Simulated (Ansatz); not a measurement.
HfSc (P-6m2); field of 3000 T on the spins.

```xyz
2
Lattice="3.2401 0.0000 0.0000 -1.6201 2.8060 0.0000 0.0000 0.0000 5.1041" Properties=species:S:1:pos:R:3 pbc="T T T"
Hf    1.6201    0.9353    2.5521
Sc    0.0000    1.8707    0.0000
```

Geometry: a structure from the Materials Project; nothing is relaxed.

Functional, mesh and filling: LDA, 10×10×6 k mesh, Fermi–Dirac smearing of 0.03 eV. LAPW is all-electron LAPW in Ansatz 0.2.0. Site moments are integrated in spheres about the atoms. Start moments (μB): Hf1 0.05, Sc2 0.05.

Iteration by iteration:

```
iteration  Harris–Foulkes energy less the last (meV)  density residual (eV)  M (μB)  ∫|m| (μB)
        1                                   -180.736                2.9e-01  0.5121     0.5121
        2                                    -47.484                7.5e-02  0.6608     0.6611
        3                                    -10.157                4.0e-02  0.7035     0.7041
        4                                     -0.637                1.5e-02  0.7198     0.7205
        5                                      0.172                3.4e-03  0.7252     0.7260
        6                                      0.023                6.7e-04  0.7274     0.7282
        7                                      0.029                4.6e-04  0.7276     0.7284
        8                                     -0.015                2.0e-04  0.7282     0.7290
        9                                     -0.005                2.9e-05  0.7283     0.7291
       10                                     -0.001                3.5e-06  0.7284     0.7292
       11                                      0.000                2.8e-07  0.7284     0.7292
       12                                      0.000                2.1e-07  0.7284     0.7292
       13                                      0.000                1.0e-07  0.7284     0.7292
       14                                      0.000                1.3e-09  0.7284     0.7292
       15                                      0.000                2.4e-10  0.7284     0.7292
       16                                      0.000                9.4e-12  0.7284     0.7292
```

Site moments (μB): Hf1 0.27, Sc2 0.30. Cell moment 0.73 μB.

The Ansatz runs typed with the search for lower states off end where their start leads. Spin–orbit coupling is left out although heavy atoms are present. None of this fixes the real material's magnetic order: only patterns that fit the cell were computed, at zero temperature, with a functional that can overstate moments.
